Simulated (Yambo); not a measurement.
```
CELL_PARAMETERS angstrom
      3.71988     0.00000     0.00000
     -1.85994     3.15834     0.00000
      0.00000     0.00000    15.90000
ATOMIC_POSITIONS crystal
  S  0.33344 0.66688 0.09185
  S  0.66656 0.33312 0.90815
  Sn 0.00000 0.00000 0.00000
```

Response from Yambo on PBE (stringent potentials; pw.x of Quantum ESPRESSO, ONCV potentials, scalar-relativistic) bands: 24×24×1 mesh, 51 bands, 2 Ry local-field block, 0.2 eV broadening.

Question: Give the static in-plane polarisability without and with local fields along each axis.

Answer: 
```tsv
field along	α(0), independent particles (Å)	α(0), RPA with local fields (Å)	screening length 2πα (Å)
x	3.60	3.14	19.8
y	3.56	3.13	19.7
```
Electronic (clamped-ion) response only. PBE gaps are usually too small, which raises these values. Convergence of the RPA response with its 24×24×1 mesh was not tested. x, y and z are Cartesian axes of the cell as given.

Spin-orbit coupling is not included.

Geometry strained from the cell relaxed with PBEsol, atoms relaxed again.
